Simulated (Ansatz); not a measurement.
Consider the following.

TaS2 (CdI2 type)

```cif
data_S2Ta
_chemical_formula_sum 'Ta1 S2'
_space_group_name_H-M_alt 'P-3m1'
_space_group_IT_number 164
_space_group_name_Hall '-P 3 2"'
_cell_length_a 3.32876
_cell_length_b 3.32876
_cell_length_c 5.78615
_cell_angle_alpha 90.000
_cell_angle_beta 90.000
_cell_angle_gamma 120.000
loop_
_atom_site_label
_atom_site_type_symbol
_atom_site_symmetry_multiplicity
_atom_site_Wyckoff_symbol
_atom_site_fract_x
_atom_site_fract_y
_atom_site_fract_z
_atom_site_occupancy
Ta1 Ta 1 a 0.00000 0.00000 0.00000 1
S1 S 2 d 0.33333 0.66667 0.26699 1
```

E(V) scan at fixed shape, V₀ the volume above. The atoms relax within the cell's symmetry.

The numbers are results of PBE-D3(BJ) (plane waves to 420 eV, PAW, scalar-relativistic; Ansatz, an electronic-structure program), not measurements. k mesh 17×17×9 (Γ-centred), Fermi-Dirac smearing 0.05 eV. The energy includes the smearing's −TS. Compression counts positive. With the shape held, the modulus is that of even scaling; a crystal free to change shape is softer. Spin-orbit coupling is left out, though Ta is heavy. TaS2 is run without spin polarisation. TaS2 was relaxed with its symmetry unable to fall. The zero of ΔE is the relaxed starting cell.

The scan covers V/V₀ from 0.900 to 1.100 in 13 points.

**Question.** What bulk modulus at fixed cell shape B₀ follows from a third-order Birch-Murnaghan fit?

**Answer.** 59.6 GPa.

**Question.** What is the fitted pressure derivative B₀′?

**Answer.** 4.8.

(A scan under strain: stresses follow from slopes of the energy per volume, elastic moduli from its curvatures.)
